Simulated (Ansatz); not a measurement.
LiF (rock salt), relaxed with HSE06 (Ansatz, a program for electronic structure, plane waves, PAW): a = b = c = 4.010 Å, α = β = γ = 90.00°.

* **gap (eV)**: 11.53
* **B₀ by P(V) fit (GPa)**: 73.5

The same phase is relaxed and computed with LDA in the same code. What are the cell and these values now?

a = 3.908 Å, b = 3.908 Å, c = 3.908 Å, α = 90.00°, β = 90.00°, γ = 90.00°.

gap (eV): 9.71
B₀ by P(V) fit (GPa): 86.9

All cells were relaxed under the symmetry of their starts (and spin orders); stability against distortions was not tested throughout.

Potentials: the earlier of the program's two PAW sets.

Ansatz is a plane-wave DFT program.
